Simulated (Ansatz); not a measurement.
Space group P6_3/mmc (No. 194). a = 2.903 Å, b = 2.903 Å, c = 12.171 Å, α = 90.00°, β = 90.00°, γ = 120.00°
```json
{"atom": "Ni", "site": "2a", "symmetry": "-3m.", "x": "0.0000", "y": "0.0000", "z": "0.5000"}
{"atom": "Ag", "site": "2c", "symmetry": "-6m2", "x": "0.6667", "y": "0.3333", "z": "0.7500"}
{"atom": "O", "site": "4f", "symmetry": "3m.", "x": "0.3333", "y": "0.6667", "z": "0.4210"}
```

Equation of state of this NiAgO2 structure (not necessarily the ground state), with shape and atoms relaxed at each volume where symmetry leaves them free. It has no gap at any of these volumes. All numbers below come from DFT PBEsol, scalar-relativistic, plane waves, PAW (Ansatz).

Cutoff 420 eV; k points 12×12×4 on the computed 8-atom cell (Γ-centred); Gaussian smearing, width 0.10 eV; collinear spin.

| V (Å³/atom) | E − E(largest V) (meV/atom) | P (GPa) |
| --- | --- | --- |
| 9.770 | 54.89 | 27.69 |
| 10.103 | 6.86 | 18.88 |
| 10.436 | -24.43 | 11.57 |
| 10.769 | -41.99 | 5.34 |
| 11.102 | -47.48 | 0.00 |
| 11.435 | -42.72 | -4.55 |
| 11.768 | -29.23 | -8.39 |
| 12.212 | 0.00 | -12.60 |

Q: Fit a third-order Birch–Murnaghan equation to E(V).

A: V0 = 11.11 Å³/atom, B0 = 163 GPa, B0' = 4.3.

Moments started parallel, and an antiferromagnetic order may lie lower.

Cost: 8 runs of about 29 core-minutes in all, on Arm Neoverse V1 (shared hosts).